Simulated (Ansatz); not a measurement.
An Ansatz input and the part of its output that reports the observables at the nuclei.

The cell is a computed structure from the Materials Project (it need not be an observed phase).

```yaml
crystal:
  lattice:
    - [5.2188355757, 0.0, 0.0]
    - [-1.2998970003, 5.4084941391, 0.0]
    - [-2.3879397992, -2.3022227352, 7.2362126743]
  atoms:
    - { symbol: Mg, position: [0.69351, 0.928276, 0.908623] }
    - { symbol: Mn, position: [0.040267, 0.496998, 0.4822], spin: 5.0 }
    - { symbol: Mn, position: [0.032931, 0.540741, 0.013206], spin: 5.0 }
    - { symbol: H, position: [0.555911, 0.469251, 0.694949] }
    - { symbol: H, position: [0.814695, 0.695957, 0.665016] }
    - { symbol: H, position: [0.435318, 0.500912, 0.305558] }
    - { symbol: H, position: [0.174356, 0.222862, 0.233821] }
    - { symbol: P, position: [0.298807, 0.153222, 0.790579] }
    - { symbol: P, position: [0.721465, 0.873733, 0.247184] }
    - { symbol: O, position: [0.599148, 0.265379, 0.948279] }
    - { symbol: O, position: [0.283661, 0.868616, 0.699848] }
    - { symbol: O, position: [0.449367, 0.764189, 0.066733] }
    - { symbol: O, position: [0.737041, 0.134091, 0.365283] }
    - { symbol: O, position: [0.294556, 0.317173, 0.653691] }
    - { symbol: O, position: [0.054107, 0.160418, 0.861632] }
    - { symbol: O, position: [0.738395, 0.674492, 0.358563] }
    - { symbol: O, position: [0.961224, 0.902132, 0.160532] }
    - { symbol: O, position: [0.220113, 0.416979, 0.269825] }
    - { symbol: O, position: [0.764774, 0.62172, 0.756623] }
magnetization:
  spin_polarized: true
kpoints:
  mp_grid: { grid: [5, 5, 3] }
scf:
  occupations: { method: fermi_dirac, width: 0.02 }
hamiltonian:
  xc: pbe
  pseudopotentials: { kind: paw }
output:
  forces: true
  stress: true
  populations: true
  efg:
    quadrupole_moments_barn: { Mg: 0.1994, Mn: 0.33, H: 0.00285783, O: -0.02558 }
    contact_densities: true
```

```sh
ansatz run input.yaml --threads 2 --pin off --max-ram 5120MiB --backend cpu --events-out ev --progress --plain --runs-dir out
```

Of the output, the block on the nuclei alone is shown; the set-up, the SCF iterations, energies, forces and stress are cut. One atom of each set with nearly equal values is shown.

```
--- PAW observables at the nuclei: V_zz in 10²¹ V/m², potentials from the cell's mean, atoms counted from 1 ---
  atom   1  Mg V_zz =    -1.690664   η = 0.3862   by run symmetry: allowed   C_q = -8.1515 MHz
            electrostatic potential = -1100.174076 V   contact ρ = 7795.923237 e/Å³   contact ρ_s (e/Å³): all electrons -0.006911, valence -0.007120
  atom   2  Mn V_zz =    +5.745174   η = 0.4256   by run symmetry: allowed   C_q = +45.8428 MHz
            electrostatic potential = -3025.122728 V   contact ρ = 87776.258470 e/Å³   contact ρ_s (e/Å³): all electrons -4.197416, valence +5.343666
  atom   3  Mn V_zz =    +3.994260   η = 0.7391   by run symmetry: allowed   C_q = +31.8717 MHz
            electrostatic potential = -3025.072683 V   contact ρ = 87775.021822 e/Å³   contact ρ_s (e/Å³): all electrons +4.476241, valence -5.154227
  atom   4  H  V_zz =    +0.875191   η = 0.3714   by run symmetry: allowed   C_q = +0.0605 MHz
            electrostatic potential = -36.676971 V   contact ρ = 2.334607 e/Å³   contact ρ_s (e/Å³): all electrons -0.001267, valence -0.001270
  atom   5  H  V_zz =    +3.792275   η = 0.0297   by run symmetry: allowed   C_q = +0.2621 MHz
            electrostatic potential = -36.611890 V   contact ρ = 2.942902 e/Å³   contact ρ_s (e/Å³): all electrons -0.017809, valence -0.017705
  atom   6  H  V_zz =    +1.960021   η = 0.1104   by run symmetry: allowed   C_q = +0.1354 MHz
            electrostatic potential = -36.926340 V   contact ρ = 2.556728 e/Å³   contact ρ_s (e/Å³): all electrons +0.008266, valence +0.008203
  atom   7  H  V_zz =    +2.732270   η = 0.0719   by run symmetry: allowed   C_q = +0.1888 MHz
            electrostatic potential = -36.936165 V   contact ρ = 2.707951 e/Å³   contact ρ_s (e/Å³): all electrons +0.001285, valence +0.001274
  atom   8  P  V_zz =    -1.057256   η = 0.7386   by run symmetry: allowed
            electrostatic potential = -1488.274541 V   contact ρ = 16007.988171 e/Å³   contact ρ_s (e/Å³): all electrons +0.107926, valence +0.105247
  atom   9  P  V_zz =    -2.266847   η = 0.8303   by run symmetry: allowed
            electrostatic potential = -1488.630665 V   contact ρ = 16008.209531 e/Å³   contact ρ_s (e/Å³): all electrons +0.160702, valence +0.155455
  atom  10  O  V_zz =    +9.849226   η = 0.2160   by run symmetry: allowed   C_q = -6.0920 MHz
            electrostatic potential = -620.027055 V   contact ρ = 2156.113572 e/Å³   contact ρ_s (e/Å³): all electrons -0.417483, valence -0.435650
  atom  11  O  V_zz =    +9.634151   η = 0.3840   by run symmetry: allowed   C_q = -5.9589 MHz
            electrostatic potential = -619.859098 V   contact ρ = 2156.114535 e/Å³   contact ρ_s (e/Å³): all electrons +0.404975, valence +0.428367
  atom  12  O  V_zz =    +8.937507   η = 0.6656   by run symmetry: allowed   C_q = -5.5280 MHz
            electrostatic potential = -620.108210 V   contact ρ = 2156.141927 e/Å³   contact ρ_s (e/Å³): all electrons -0.388471, valence -0.428579
  atom  13  O  V_zz =    +9.434185   η = 0.3459   by run symmetry: allowed   C_q = -5.8352 MHz
            electrostatic potential = -620.495518 V   contact ρ = 2156.441617 e/Å³   contact ρ_s (e/Å³): all electrons +0.511514, valence +0.561996
  atom  14  O  V_zz =    +9.620953   η = 0.5157   by run symmetry: allowed   C_q = -5.9508 MHz
            electrostatic potential = -619.798538 V   contact ρ = 2155.954752 e/Å³   contact ρ_s (e/Å³): all electrons +0.524215, valence +0.548185
  atom  15  O  V_zz =    +9.510217   η = 0.4126   by run symmetry: allowed   C_q = -5.8823 MHz
            electrostatic potential = -619.861095 V   contact ρ = 2156.038428 e/Å³   contact ρ_s (e/Å³): all electrons -0.417754, valence -0.450742
  atom  16  O  V_zz =    +9.520084   η = 0.5588   by run symmetry: allowed   C_q = -5.8884 MHz
            electrostatic potential = -619.879637 V   contact ρ = 2156.156115 e/Å³   contact ρ_s (e/Å³): all electrons +0.529557, valence +0.565579
  atom  17  O  V_zz =    +8.020230   η = 0.3495   by run symmetry: allowed   C_q = -4.9607 MHz
            electrostatic potential = -619.832179 V   contact ρ = 2156.669503 e/Å³   contact ρ_s (e/Å³): all electrons -0.411842, valence -0.444871
  atom  18  O  V_zz =    -8.648295   η = 0.9606   by run symmetry: allowed   C_q = +5.3492 MHz
            electrostatic potential = -618.545601 V   contact ρ = 2154.590526 e/Å³   contact ρ_s (e/Å³): all electrons +0.024364, valence +0.035038
  atom  19  O  V_zz =   +11.320324   η = 0.7074   by run symmetry: allowed   C_q = -7.0019 MHz
            electrostatic potential = -618.612988 V   contact ρ = 2154.753060 e/Å³   contact ρ_s (e/Å³): all electrons -0.412413, valence -0.418647
```

Hardware: 2 threads of Intel Xeon Processor @ 2.50GHz (Skylake/Cascade Lake) (x86_64; 62 cores open to the job, memory cap 5.0 GiB, no GPU), a shared host with a load of 0.9 a core. Wall time 5.5 min, CPU time 10 min, peak memory 1.5 GiB.

The largest force is 0.4 eV/Å, so the atoms aren't at the calculated equilibrium and relaxing them would move these values. The moments were started parallel, and the run ended with some of them reversed. The program didn't check the stability of this electronic state in full, so a lower one may lie near. The lattice is static: at room temperature water may turn and average the couplings of its hydrogen. The magnetic order is the one that the run reached from its start moments, not necessarily the measured one.
